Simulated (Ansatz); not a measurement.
Suppose TaO5 takes space group P4/mmm (No. 123), with Ta on 1a; O on 2h, 2e and 1b.

These are results of Ansatz 0.2.0, DFT PBE, scalar-relativistic, plane waves, PAW, not measurements. Cutoff 420 eV, Γ-centred mesh, Gaussian smearing, collinear spin.

Energies over the elements count from the elements' standard structures at the same level (O₂ as a molecule), with no fitted energy shifts.

Problem. Which cell and coordinates does it relax to?

Solution.

Space group P4/mmm (No. 123). a = 4.712 Å, b = 4.712 Å, c = 3.686 Å, α = 90.00°, β = 90.00°, γ = 90.00°
```csv
atom,site,symmetry,x,y,z
Ta,1a,4/mmm,0.0000,0.0000,0.0000
O,2h,4mm,0.5000,0.5000,0.1645
O,2e,mmm.,0.0000,0.5000,0.5000
O,1b,4/mmm,0.0000,0.0000,0.5000
```

Ta has 2 O at 1.84 Å; around O on a site of symmetry 4mm lie 1 O at 1.21 Å, 1 O at 2.47 Å and 4 O at 2.66 Å; O on a site of symmetry mmm is surrounded by 2 O at 2.36 Å and 4 O at 2.66 Å (long contacts); O on a site of symmetry 4/mmm is surrounded by 2 Ta at 1.84 Å and 4 O at 2.36 Å. Another local minimum with the same sites may exist.

Problem. Where does its energy lie, and is it a metal?

Solution. The energy over the elements is +0.46 eV/atom. The gap on the 8×8×10 mesh of the 6-atom cell is 0 eV (a metal) and the net moment per atom is 0.17 μB. The moment by site is Ta -0.4; O -0.5 (×2), 0.8 (×2), 0.2 μB. The separate elements lie lower, so it is unstable against them.

The last run used collinear spin and Gaussian smearing of 0.10 eV. These runs have no spin–orbit coupling, which can matter for Ta. Another magnetic order may lie lower. Symmetry constrained the relaxation, so the result can be a saddle point. Another cell of TaO5 relaxed alike, in P-6m2, lies 0.46 eV/atom lower, so this cell isn't the stable form at this level. Site moments count only spheres around the atoms; the net moment includes the space between them.
